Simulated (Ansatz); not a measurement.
## SbI2: reading a single point

```
Sb I
1.0
     4.58434    0.00000    0.00000
    -2.29217    3.97015    0.00000
     0.00000    0.00000    7.02193
Sb I
1 2
Direct
  0.00000 0.00000 0.00000
  0.33333 0.66667 0.26500
  0.66667 0.33333 0.73500
```

Method: PBE, no spin polarisation; PAW, plane waves to 420 eV, 9×9×5 Γ-centred mesh, fermi-dirac occupations (width 0.1 eV) (Ansatz 0.2.0), atoms fixed.

Q: What do density and ELF say about some of the short contacts?

A: Sb–I at 3.24 Å: least valence density 0.20 e/Å³ and ELF 0.37 there. Both are smooth PAW fields, read partly inside the augmentation spheres.

Q: Which atom feels the largest force, and which way?

A: The largest is on I2 (and as large on other atoms): 0.47 eV/Å, components (0.00, 0.00, -0.47). It makes 55° with the line to a nearest neighbour, Sb1 at 3.24 Å.

Q: What happens at the Fermi level?

A: It is a metal, with about 3.2 states/eV a cell as the mean within 0.25 eV of the Fermi level, mostly Sb p (68 %) and I p (27 %).

Q: Which element gives electrons and which takes them?

A: Bader charges in e: Sb +0.64, I -0.32. In the mean Sb gives up most and I takes most.

Origin: a known structure type with other elements, at an estimated volume, so it need not be a known compound. Caveats: odd electron count without spin polarisation, so a magnetic state may lie lower; the Fermi level lies in a narrow band between gaps, which spin or distortion may split.
